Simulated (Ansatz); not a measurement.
# TaAs: from a starting cell to a relaxed one

The start is a relaxed TaAs cell shaken by Gaussian noise of σ = 0.08 Å a coordinate. Cell shape, volume and atoms are optimised at zero target pressure with r2SCAN (plane waves to 500 eV, PAW, scalar-relativistic; Ansatz, a first-principles code). The first steps use a coarse 4×5×5 k-mesh.

The start:
```
CELL_PARAMETERS angstrom
      6.04856     0.00000     0.00000
      0.00000     4.56927     0.00000
      0.00000     0.00000     4.85877
ATOMIC_POSITIONS crystal
  Ta 0.69128 0.76871 0.67987
  Ta 0.80535 0.28637 0.16246
  Ta 0.31405 0.22711 0.35035
  Ta 0.20460 0.75753 0.83743
  As 0.54404 0.71857 0.19208
  As 0.91946 0.26336 0.65542
  As 0.46887 0.24323 0.78310
  As 0.06070 0.74738 0.31297
```

Problem. What pressure does the first self-consistent step give?

Solution. +5 GPa (positive: the cell is compressed).

Problem. Which atoms feel the largest initial force, and how large is it?

Solution. About 4.5 eV/Å, on As7 (atoms numbered as listed).

Problem. By how much does the energy per atom fall from start to end?

Solution. 0.16 eV/atom.

Problem. Does it find its way back to the structure it was made from?

Solution. It relaxes back to the parent, Pnma (No. 62).

Problem. How do the shortest distances between atoms change?

Solution. The closest pairs of elements (up to four, under 3.6 Å), start → end: As–Ta 2.30 → 2.55 Å; As–As 2.80 → 2.87 Å; Ta–Ta 3.04 → 3.14 Å.

Problem. Is the relaxed structure metallic? Give its gap.

Solution. Zero (metallic).

Final structure:

```cif
data_As4Ta4
_chemical_formula_sum 'Ta4 As4'
_space_group_name_H-M_alt 'Pnma'
_space_group_IT_number 62
_space_group_name_Hall '-P 2ac 2n'
_cell_length_a 6.04876
_cell_length_b 4.56891
_cell_length_c 4.85880
_cell_angle_alpha 90.000
_cell_angle_beta 90.000
_cell_angle_gamma 90.000
loop_
_space_group_symop_operation_xyz
  'x, y, z'
  '-x, -y, -z'
  '-x+1/2, -y, z+1/2'
  'x+1/2, y, -z+1/2'
  'x+1/2, -y+1/2, -z+1/2'
  '-x+1/2, y+1/2, z+1/2'
  '-x, y+1/2, -z'
  'x, -y+1/2, z'
loop_
_atom_site_label
_atom_site_type_symbol
_atom_site_symmetry_multiplicity
_atom_site_Wyckoff_symbol
_atom_site_fract_x
_atom_site_fract_y
_atom_site_fract_z
_atom_site_occupancy
Ta1 Ta 4 c 0.18843 0.75000 0.33666 1
As1 As 4 c 0.46263 0.25000 0.32774 1
```

Final values are on a 8×10×10 k-mesh of the relaxed cell. No spin polarisation in the result.

The relaxed structure here is a generated cell of TaAs: the first start was made by placing the elements on the sites of a structure type, and the end was not matched to a known phase here, so it may be hypothetical. Known forms of TaAs include space group No. 109.
